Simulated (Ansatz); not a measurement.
The cell below belongs to a search over invented structures; it isn't taken from experiment.

Input and command of a plane-wave DFT calculation in Ansatz:

```yaml
crystal:
  lattice:
    - [3.61103002, 0.0, 0.0]
    - [0.0, 3.61103002, 0.0]
    - [0.0, 0.0, 10.7959262]
  atoms:
    - { symbol: Nd, position: [0.0, 0.0, 0.0] }
    - { symbol: Ag, position: [0.5, 0.5, 0.183745] }
    - { symbol: Ag, position: [0.5, 0.5, 0.5] }
    - { symbol: Ag, position: [0.5, 0.5, 0.816255] }
    - { symbol: Sb, position: [0.0, 0.0, 0.33426499] }
    - { symbol: Sb, position: [0.0, 0.0, 0.66573501] }
basis:
  ecutwfc: 660
kpoints:
  mp_grid: { grid: [10, 10, 4] }
hamiltonian:
  xc: pbe
  pseudopotentials:
    kind: paw
    azcp: { Nd: "pseudopotentials/pbe/nc/lanthanide_3plus/Nd.nc.azcp" }
scf:
  occupations: { method: gaussian, width: 0.1 }
output:
  forces: true
  stress: true
  eigenvalues: true
relax:
  adjacent_minimum: "off"
  f_tol: 0.01
  max_steps: 80
  cell: { stress_tol: 0.05 }
```

```bash
ansatz run input.yaml --threads 1 --pin off --max-ram 2560MiB --backend cpu --events-out ev --progress --plain --runs-dir out
```

Processor: Intel(R) Xeon(R) Processor @ 2.50GHz (Skylake/Cascade Lake), 1 thread, on a host shared with other jobs.

Question: How long does it run, and how much memory does it take?

Answer: About 13 min, peak memory 0.95 GiB. It solves 59 bands at 63 k points (after reduction by symmetry) with about 5491 plane waves (on the last cell), in 61 SCF iterations over 8 ionic steps.

With its 4f electrons in the core of a norm-conserving potential, the lanthanide is trivalent by construction, without f bands, f moments or other valences.
